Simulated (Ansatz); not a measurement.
KZnF3 (cubic perovskite, Pm-3m), a = b = c = 4.128 Å, α = β = γ = 90.00°.

Relaxed with PBE. The program Ansatz at the PBE level (PAW) gives a gap of 3.71 eV.

Problem. What gap does HSE06 give on the same cell (Ansatz, PAW)?

Solution. 6.16 eV, 2.44 eV more. The hybrid was solved on a coarser mesh and at special points; its gap is the smallest among all of these.

| k | v1 PBE | c1 PBE | v1 HSE06 | c1 HSE06 |
|---|---|---|---|---|
| Γ | -1.51 | 3.71 | -1.40 | 6.16 |
| R | 0.00 | 8.54 | (withheld) | (withheld) |
| M | 0.00 | 7.84 | (withheld) | (withheld) |
| X | -1.45 | 6.34 | (withheld) | (withheld) |

Problem. Top valence (v1) and lowest conduction level (c1) in eV from each method's valence maximum (which need not be a listed point): supply the withheld HSE06 values.

Solution. 
- X, v1 HSE06: -1.52
- X, c1 HSE06: 8.89
- R, v1 HSE06: 0.00
- R, c1 HSE06: 10.97
- M, v1 HSE06: 0.00
- M, c1 HSE06: 10.48

Cost on shared cores: the PBE run (SCF on a 7×7×7 mesh, then bands and DOS) about 14 core-seconds (a rough figure), the HSE06 run (SCF on 4×4×4, then a few points) roughly 60 core-seconds; the tasks are unlike.

Symmetry was held in the PBE relaxation; phonons on a q-mesh show no instability.

Potentials: the later of the program's two PAW sets.
